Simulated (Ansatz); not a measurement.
# Zn started on a Ga site and a Ga vacancy, 6.69 Å apart on the ideal sites in cubic perovskite LaGaO3, 39 atoms, charge 0

The calculation used Ansatz, DFT, PBEsol, PAW, plane waves.

Command:

```sh
ansatz run in.yaml --threads 7 --pin off --max-ram 13300MiB --runs-dir r --events-out ev --progress --plain
```

The input less its lattice and atoms (starting moments on atoms near the defect: 4 μB in all):

```yaml
crystal:
  symmetry: { detect: false }
kpoints:
  mp_grid: { grid: [1, 1, 1], shift: [0.25, 0.25, 0.25] }
hamiltonian:
  xc: pbesol
magnetization:
  spin_polarized: true
scf:
  occupations: { method: fermi_dirac, width: 0.01 }
relax:
  f_tol: 0.03
  max_steps: 80
  escape_saddle: false
  adjacent_minimum: "off"
output:
  forces: true
  eigenvalues: true
  populations: true
```

Start:

```xyz
39
Lattice="7.7293 0.0000 0.0000 0.0000 7.7293 0.0000 0.0000 0.0000 7.7293" Properties=species:S:1:pos:R:3 pbc="T T T"
La    0.0095    0.0242    7.7232
La    0.0103    7.7171    3.8449
La    7.7198    3.8379    7.6970
La    0.0027    3.8767    3.8627
La    3.8340    7.7066    7.7198
La    3.8311    7.7038    3.8304
La    3.8522    3.8654    7.7219
La    3.8752    3.8741    3.8423
Zn    1.9176    1.9316    1.9516
Ga    1.9406    1.9423    5.7984
Ga    1.9454    5.8159    1.9122
Ga    1.9494    5.7740    5.7627
Ga    5.8107    1.9024    1.9332
Ga    5.7909    1.9237    5.7926
Ga    5.8173    5.7970    1.9116
O     1.9542    1.9244    0.0161
O     1.9771    1.9306    3.8443
O     1.9236    5.8019    0.0188
O     1.8987    5.7844    3.8842
O     5.7628    1.9025    0.0051
O     5.8194    1.9350    3.9004
O     5.7985    5.7666    0.0300
O     5.7660    5.8018    3.8624
O     0.0122    1.9370    1.9075
O     7.7283    1.9401    5.7897
O     0.0111    5.8154    1.9063
O     0.0113    5.7868    5.8018
O     3.8545    1.9699    1.9381
O     3.8500    1.9393    5.7964
O     3.9067    5.8124    1.9464
O     3.8904    5.7735    5.8013
O     1.9259    0.0135    1.9415
O     1.9397    0.0074    5.8148
O     1.8969    3.8678    1.9082
O     1.9552    3.8421    5.8118
O     5.8021    0.0144    1.9615
O     5.8068    0.0031    5.7927
O     5.8181    3.8873    1.9135
O     5.7966    3.8725    5.8209
```

Steps:

```tsv
step	energy less the first (eV)	largest force component (eV/Å)
start	0.000	1.272
1	-0.815	0.528
2	-1.111	0.476
3	-1.611	0.609
4	-2.311	0.400
5	-2.619	0.176
6	-2.697	0.102
7	-2.709	0.018
```

A structure on the way, about -1.11 eV from the start:

```xyz
39
Lattice="7.7293 0.0000 0.0000 0.0000 7.7293 0.0000 0.0000 0.0000 7.7293" Properties=species:S:1:pos:R:3 pbc="T T T"
La    7.6672    7.6719    7.6579
La    7.6812    7.6695    3.9146
La    7.6778    3.9295    7.6747
La    7.6804    3.9078    3.9109
La    3.9235    7.6637    7.6570
La    3.9030    7.6561    3.9115
La    3.9082    3.9086    7.6691
La    3.9150    3.9046    3.9238
Zn    1.9393    1.9295    1.9121
Ga    1.9232    1.9225    5.7923
Ga    1.9378    5.7905    1.9351
Ga    1.9325    5.7930    5.8091
Ga    5.7950    1.9428    1.9357
Ga    5.8018    1.9342    5.8068
Ga    5.7939    5.8028    1.9413
O     2.0537    1.8914    7.6955
O     1.8276    1.9418    3.8977
O     1.9380    5.8286    7.7281
O     1.9272    5.7700    3.8465
O     5.7178    1.8885    0.0132
O     5.8517    2.0018    3.8538
O     5.7918    5.8474    0.0389
O     5.8300    5.7548    3.8217
O     7.7049    1.8553    1.9319
O     0.0035    1.9674    5.8355
O     0.0106    5.8880    1.9098
O     0.0505    5.7731    5.8004
O     3.8907    2.0451    1.9701
O     3.8635    1.8843    5.7634
O     3.8589    5.6897    1.9662
O     3.8231    5.8475    5.7662
O     2.1322    7.7046    2.0093
O     1.8973    7.7282    5.7313
O     1.7691    3.8858    1.8409
O     1.9927    3.8571    5.8459
O     5.6691    0.0063    1.9991
O     5.8282    0.0531    5.7443
O     5.9329    3.8533    1.8905
O     5.7558    3.8200    5.8248
```

End:

```
La Zn Ga O
1.0
     7.72931    0.00000    0.00000
     0.00000    7.72931    0.00000
     0.00000    0.00000    7.72931
La Zn Ga O
8 1 6 24
Cartesian
  7.6598 0.0279 7.5406
  7.7072 0.0818 3.8306
  7.6105 4.1042 7.5420
  7.6971 3.9942 3.7809
  3.9017 7.5975 0.0795
  3.9875 7.4891 4.0479
  3.8898 3.7791 0.0307
  3.9389 3.8355 4.0507
  1.9348 1.9311 1.9306
  1.9340 1.9314 5.7947
  1.9347 5.7959 1.9303
  1.9342 5.7963 5.7950
  5.7992 1.9313 1.9308
  5.7990 1.9315 5.7955
  5.7988 5.7956 1.9302
  2.2686 1.6669 7.7220
  1.6007 2.1957 3.8682
  1.6122 6.0269 0.0151
  2.2565 5.5652 3.8455
  5.5272 1.7178 0.0183
  6.0705 2.1449 3.8434
  6.0493 6.0076 0.0755
  5.5496 5.5861 3.7857
  7.7205 1.4870 1.7195
  0.0210 2.1804 6.0617
  0.0189 6.0333 2.2631
  0.0799 5.5776 5.5431
  3.8779 2.3749 2.1430
  3.8475 1.6824 5.5300
  3.8502 5.5578 1.5975
  3.7887 6.0151 6.0455
  2.3301 7.7012 2.2150
  1.6739 0.0193 5.5672
  1.5391 3.8904 1.6446
  2.1947 3.8436 6.0229
  5.4942 0.0190 2.1526
  6.0559 0.0796 5.6164
  6.1046 3.8434 1.7089
  5.5415 3.7834 5.9744
```

The run converged.

Time: 82 s of wall time on 7 threads of a Neoverse-V2 processor, on a host shared with other runs; peak host memory 1.6 GiB.

Question: How much energy did the relaxation gain, and which atom moved most?

Answer: 2.71 eV in 7 steps, from a start with small random displacements (the gain also holds any tilting of the ideal host); atom 32 (O) moved 0.49 Å, the median atom 0.33 Å (drift of the whole cell removed).

The moment started at 4 μB and ended at 0.0 μB; no other spin state is shown. The program warned that the state may not be the lowest. The one k point has no symmetry partners, which can distort the end along one axis.
